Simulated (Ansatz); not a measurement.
BaAu₂:
```
BaAu2
1.0
    4.84553     0.00000     0.00000
   -2.42276     4.19635     0.00000
    0.00000     0.00000     4.18537
Ba Au
1 2
Direct
  0.00000   0.00000   0.00000
  0.66667   0.33333   0.50000
  0.33333   0.66667   0.50000
```

Relaxed with r²SCAN. Special points in fractions of this cell's reciprocal vectors: Γ (0.000, 0.000, 0.000); M (0.500, 0.000, 0.000); K (0.333, 0.333, 0.000); A (0.000, 0.000, 0.500); L (0.500, 0.000, 0.500); H (0.333, 0.333, 0.500).

Task: List the band energies nearest the Fermi level at these points for r²SCAN (plane waves, PAW; program Ansatz).

Result: In eV from the Fermi level; about four levels below and three above (degenerate sets whole), none deeper than 8.9 eV; points with the same levels are listed once.

| k | below | above |
|---|---|---|
| Γ | -4.39 -4.39 -4.06 -3.77 -3.77 | 1.06 1.06 1.89 |
| M | -3.48 -3.48 -3.24 -2.18 | 1.78 1.94 2.54 |
| K | -2.55 -2.49 -2.49 -0.95 | 3.04 3.51 3.51 |
| A | -3.61 -3.61 -3.50 -1.75 | 3.52 3.52 3.87 3.87 |
| L | -3.60 -3.20 -2.44 -1.78 | 0.07 0.42 1.41 |
| H | -3.45 -3.07 -3.07 -2.54 | 0.83 0.83 1.38 |

Space group P6/mmm. The workflow started from a Materials Project entry (that database holds measured and hypothetical structures alike); the Crystallography Open Database files this formula in space group No. 191, but the cells were not matched. Its standing as an ambient phase is unchecked. The cell was relaxed with r²SCAN under the symmetry of its start; its stability against distortions is not shown here. Scalar-relativistic: spin–orbit coupling is off unless named, which matters more the heavier the elements.

Potentials: the later of the program's two PAW sets.
